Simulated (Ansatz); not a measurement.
The start is a relaxed ZnCu cell, doubled along one cell vector, shaken by Gaussian noise of σ = 0.08 Å a coordinate. A full variable-cell relaxation at zero pressure is run with PBEsol (plane waves to 420 eV, PAW, scalar-relativistic; Ansatz, a first-principles code). The first steps use a coarse 14×7×8 k-mesh.

The start:
```yaml
crystal:
  lattice:
    - [2.62394, 0.00000, 0.00000]
    - [-2.62394, 4.54480, 0.00000]
    - [0.00000, 0.00000, 4.13841]
  atoms:
    - { symbol: Cu, position: [0.95797, 0.98986, 0.98846] }
    - { symbol: Cu, position: [0.02303, 0.49482, 0.03062] }
    - { symbol: Zn, position: [0.28234, 0.33438, 0.47959] }
    - { symbol: Zn, position: [0.30726, 0.84760, 0.49552] }
```

Question: How large is the pressure on the unrelaxed cell, and of which sign?

Answer: +2.6 GPa (positive: the cell is compressed).

Question: Which atoms feel the largest initial force, and how large is it?

Answer: 1.62 eV/Å, on Cu2 (atoms numbered as listed).

Question: Is the parent structure recovered?

Answer: The parent structure is recovered, P-6m2 (No. 187).

Question: How do the shortest distances between atoms change?

Answer: The closest pairs of elements (up to four, under 3.6 Å), start → end: Cu–Zn 2.28 → 2.56 Å; Cu–Cu 2.53 → 2.62 Å; Zn–Zn 2.56 → 2.62 Å.

Question: Is the relaxed structure metallic? Give its gap.

Answer: No gap (metallic).

Relaxed structure:

Space group P-6m2 (No. 187); a = b = 2.624 Å, c = 4.138 Å, α = β = 90.00°, γ = 120.00°

```csv
atom,site,symmetry,x,y,z
Cu,1a,-6m2,0.0000,0.0000,0.0000
Zn,1f,-6m2,0.6667,0.3333,0.5000
```

Final values are on a 20×20×11 k-mesh of the relaxed cell. No spin polarisation in the result.

The relaxed structure here is a generated cell of ZnCu: the first start was made by placing the elements on the sites of a structure type, and the end was not matched to a known phase here, so it may be hypothetical. Known forms of ZnCu include space group No. 221.
